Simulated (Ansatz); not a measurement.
Cs₃Y₂I₉: what a change does to the field gradients

Base: a COD entry, ions relaxed with PBE at fixed cell.

```yaml
crystal:
  lattice:
    - [8.40600, 0.00000, 0.00000]
    - [-4.20300, 7.27981, 0.00000]
    - [0.00000, 0.00000, 21.28000]
  atoms:
    - { symbol: Cs, position: [0.00000, 0.00000, 0.25000] }
    - { symbol: Cs, position: [0.00000, 0.00000, 0.75000] }
    - { symbol: Cs, position: [0.33333, 0.66667, 0.06829] }
    - { symbol: Cs, position: [0.66667, 0.33333, 0.56829] }
    - { symbol: Cs, position: [0.33333, 0.66667, 0.43171] }
    - { symbol: Cs, position: [0.66667, 0.33333, 0.93171] }
    - { symbol: Y, position: [0.66667, 0.33333, 0.15551] }
    - { symbol: Y, position: [0.33333, 0.66667, 0.65551] }
    - { symbol: Y, position: [0.66667, 0.33333, 0.34449] }
    - { symbol: Y, position: [0.33333, 0.66667, 0.84449] }
    - { symbol: I, position: [0.50173, 0.00346, 0.25000] }
    - { symbol: I, position: [0.49827, 0.50173, 0.75000] }
    - { symbol: I, position: [0.99654, 0.49827, 0.25000] }
    - { symbol: I, position: [0.49827, 0.99654, 0.75000] }
    - { symbol: I, position: [0.50173, 0.49827, 0.25000] }
    - { symbol: I, position: [0.00346, 0.50173, 0.75000] }
    - { symbol: I, position: [0.83794, 0.67588, 0.08397] }
    - { symbol: I, position: [0.16206, 0.83794, 0.58397] }
    - { symbol: I, position: [0.32412, 0.16206, 0.08397] }
    - { symbol: I, position: [0.16206, 0.32412, 0.58397] }
    - { symbol: I, position: [0.83794, 0.16206, 0.08397] }
    - { symbol: I, position: [0.67588, 0.83794, 0.58397] }
    - { symbol: I, position: [0.32412, 0.16206, 0.41603] }
    - { symbol: I, position: [0.16206, 0.83794, 0.91603] }
    - { symbol: I, position: [0.83794, 0.67588, 0.41603] }
    - { symbol: I, position: [0.67588, 0.83794, 0.91603] }
    - { symbol: I, position: [0.83794, 0.16206, 0.41603] }
    - { symbol: I, position: [0.16206, 0.32412, 0.91603] }
```

Atoms are numbered from 1 in the order listed; like atoms form one site, named after its first atom.

Method: Kohn–Sham DFT in Ansatz, PBE, plane waves and PAW, scalar-relativistic, 420 eV cutoff, Γ-centred 4×4×2 k-points, Fermi–Dirac smearing 0.02 eV.

Q: Variant: x and y stretched by 2 %, ions at fixed fractional positions. What happens to the gradients (10²¹ V/m²)?

A: 

```csv
site,atoms,V_zz base,η base,V_zz variant,η variant
Cs1,"1, 2",-1.12,0.00,-1.47,0.00
Cs3,"3, 4, 5, 6",1.76,0.00,1.47,0.00
Y,"7, 8, 9, 10",0.78,0.00,1.11,0.00
I11,"11, 12, 13, 14, 15, …",-14.73,0.67,-16.21,0.81
I17,"17, 18, 19, 20, 21, …",7.91,0.06,10.09,0.10
```

The largest change of V_zz is on I17, from 7.91 to 10.09. In per cent, |V_zz| changes by -16 to +31 on Cs, +41 on Y, +10 to +27 on I (all sites that start above 0.5).

Without spin–orbit coupling the gradients at and beside I can be off by some per cent, at some sites by more.
